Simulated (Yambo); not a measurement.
Yambo run on MgS (zinc blende, space group F-43m, No. 216). The wavefunctions are PBEsol (Quantum ESPRESSO, PseudoDojo norm-conserving, 84 Ry, scalar-relativistic) ones on a 4×4×4 mesh (8 occupied bands); a = 3.9968 Å, b = 3.9968 Å, c = 3.9968 Å, α = 60.00°, β = 60.00°, γ = 60.00°.

Yambo input:

```
rim_cut
HF_and_locXC
RandQpts= 10000
RandGvec= 1 Ry
EXXRLvcs= 84 Ry
VXCRLvcs= 336 Ry
% QPkrange
 1 | 1 | 8 | 9 |
%
```

k points by index: 1 = Γ.

Resulting energies as the program prints them:

```
#    K-point    Band    Eo [eV]    Ehf [eV]    Vxc [eV]    Vnlxc [eV]
#
    1    8    0.000000    -3.163712    -12.86282    -16.02653
    1    9    3.311711    7.410893    -9.089546    -4.990363
```
Exchange alone, without screening.

Geometry relaxed with PBEsol.

This is not the ordinary phase of the substance; no match was found in the copy of COD used, and its stability was not checked.
